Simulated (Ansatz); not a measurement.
Os (fcc (Cu type), Fm-3m) at seven volumes, the program Ansatz at the PBEsol level (PAW), scaled uniformly. One row is withheld.

```
V (Å³/atom)  P (GPa)
-----------  -------
12.686         49.94
13.104         30.40
13.522         13.91
13.940          0.00
14.359        -11.71
14.777             ?
15.195        -29.80
```

Q: Fit the shown pressures and predict the withheld one.

A: Third-order Birch–Murnaghan: P = (3/2)B₀(x^(7/2) − x^(5/2))[1 + (3/4)(B′ − 4)(x − 1)] with x = (V₀/V)^(2/3). Least squares on the six rows gives V₀ = 13.941 Å³/atom, B₀ = 423.8 GPa, B′ = 4.72. At V = 14.777, x = 0.9619 and P = -21.52 GPa. The run itself gave -21.55 GPa.

The workflow started from an entry of the Crystallography Open Database (COD), which files this formula under 2 space groups. It is not the phase usual at ambient conditions (space group No. 194). Symmetry was held in the PBEsol relaxation; whether a distortion lowers the energy is not shown. The run is not spin-polarised. Spin–orbit coupling is left out wherever it is not named.

Potentials: the earlier of the program's two PAW sets. The files were generated under PBE; for other functionals the program regenerates the frozen cores, and for LDA and PBEsol the local potential too.
